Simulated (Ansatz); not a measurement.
The start is a relaxed Pb cell displaced along its unstable phonon at q = Γ (20i cm⁻¹), largest move 0.15 Å. The structure is fully relaxed (lattice and positions, P = 0) with PBEsol (plane waves to 420 eV, PAW, scalar-relativistic; Ansatz, a program for electronic structure). The first steps use a coarse 11×11×11 k-mesh.

The start:
```yaml
crystal:
  lattice:
    - [0.00000, 2.93123, 6.15373]
    - [1.71683, 0.00000, 6.15373]
    - [1.71683, 2.93123, 0.00000]
  atoms:
    - { symbol: Pb, position: [0.10804, 0.15922, 0.84078] }
    - { symbol: Pb, position: [0.89196, 0.84078, 0.15922] }
```

- Largest initial force: 0.04 eV/Å, on Pb1, Pb2 (atoms numbered as listed)
- Energy released: 0.07 eV/atom
- Volume change: -3.2 %, from 30.97 to 29.97 Å³/atom
- Relative to the parent: It does not go back: it reaches Fm-3m (No. 225), fcc (Cu type), 0.07 eV/atom below the parent
- Shortest distances (start → end): The closest pairs of elements (up to four, under 3.6 Å), start → end: Pb–Pb 3.30 → 3.49 Å
- Band gap at the end: no gap (metallic)
- Optimiser moves: 10

Final values are on a 16×16×16 k-mesh of the relaxed cell. No spin polarisation in the result.

The run could not lose the symmetry of its start.

Of the parent cell (Fmmm (No. 69)): it is a generated cell of Pb: the first start was made by placing the elements on the sites of a structure type, and the end was not matched to a known phase here, so it may be hypothetical. Known forms of Pb include space group No. 225.
